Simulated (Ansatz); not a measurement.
GaRu₃C (anti-perovskite, Pm-3m), a = 3.977 Å, b = 3.977 Å, c = 3.977 Å, α = 90.00°, β = 90.00°, γ = 90.00°.

This is the PBEsol-relaxed structure.

Problem. All from the program Ansatz at the PBEsol level (PAW), unless another level is named. Give the electronic character.

Solution. metallic (no gap).

Problem. Give the density of states at the Fermi level.

Solution. 1.1 states/eV per atom (mean over ±0.08 eV).

Problem. What about the formation energy from the elements (no fitted shifts)?

Solution. 0.054 eV/atom.

Problem. And the gap with spin–orbit coupling?

Solution. none (metallic).

The start of the workflow was typed in or built on a structure type; neither database checked (COD, Materials Project) lists it. Its standing as an ambient phase is unchecked. The cell was relaxed with PBEsol under the symmetry of its start; phonons show weakly imaginary modes. The run is not spin-polarised. The references are the lowest solids computed at this level, not always the standard phases. Scalar-relativistic: spin–orbit coupling is off unless named, which matters more the heavier the elements.

Potentials: the later of the program's two PAW sets.
